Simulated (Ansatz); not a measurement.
## A strain series on SnSe (Pnma): epitaxial in the xy plane

An 8-atom cell of SnSe (Pnma) from a materials database, relaxed with r2SCAN in the PAW code Ansatz, then strained (epitaxial in the xy plane; changes of length per length, axes as in the cell below) with the atoms relaxed again within the symmetry that is left. Space group Pnma (No. 62), orthorhombic; conventional cell a = 11.739 Å, b = 4.129 Å, c = 4.688 Å, 28.41 Å³ an atom. Sn has 3 Se at 2.76–2.77 Å; Se has 3 Sn at 2.76–2.77 Å. (Simulation; spin polarisation is off.)

```yaml
crystal:
  lattice:
    - [11.73926, 0.00000, 0.00000]
    - [0.00000, 4.12947, 0.00000]
    - [0.00000, 0.00000, 4.68808]
  atoms:
    - { symbol: Sn, position: [0.62109, 0.75000, 0.37852] }
    - { symbol: Sn, position: [0.87891, 0.25000, 0.87852] }
    - { symbol: Sn, position: [0.37891, 0.25000, 0.62148] }
    - { symbol: Sn, position: [0.12109, 0.75000, 0.12148] }
    - { symbol: Se, position: [0.14842, 0.25000, 0.50959] }
    - { symbol: Se, position: [0.64842, 0.25000, 0.99041] }
    - { symbol: Se, position: [0.35158, 0.75000, 0.00959] }
    - { symbol: Se, position: [0.85158, 0.75000, 0.49041] }
```

Gaps are the least over each mesh (PBE 2×6×6, r2SCAN 2×6×6, HSE06 2×4×4 when unstrained) and the special points, which keep their unstrained names; stress is the change from the unstrained cell, compression positive.

```csv
strain (%),free normal strain (%),"gap, PBE (eV)","gap, r2SCAN (eV)","gap, HSE06 (eV)","edges, HSE06","in-plane stress, r2SCAN (GPa)","energy rise, r2SCAN (meV/atom)"
-3.0,+4.49,0.625,0.870,1.029,"(0, -0.018, 0.292) → Γ–Y (0.67)",+1.27,6.3
-2.0,+2.90,0.664,0.923,1.082,Γ–Z (0.60) → Γ–Y (0.67),+0.80,2.7
-1.0,+1.31,0.701,0.974,1.134,Γ–Z (0.62) → Γ–Y (0.68),+0.39,0.6
0.0,0.00,0.752,1.038,1.201,Γ–Z (0.64) → Γ–Y (0.68),0.00,0.0
+1.0,-1.19,0.804,1.104,1.269,Γ–Z (0.66) → Γ–Y (0.69),-0.37,0.6
+2.0,-2.62,0.850,1.138,1.329,Γ–Z (0.68) → Γ–Y (0.70),-0.64,2.4
+3.0,-3.63,0.882,1.127,1.367,Γ–Z (0.69) → Γ,-0.95,5.2
```

Between zero and the nearest strains the slope of the HSE06 gap against strain is +0.067 eV per percent for negative and +0.068 for positive strain.

No spin-orbit coupling is included; it can move band edges with weight on the heavy atoms by tenths of an eV.

Where an edge lies off the special points, it is a point of the mesh or the k point where a search put PBE's edge or least direct gap, reused for the other functionals, whose own edges may lie a little apart.

The meshes of the hybrids are coarse, so their gaps aren't converged to the digits shown.
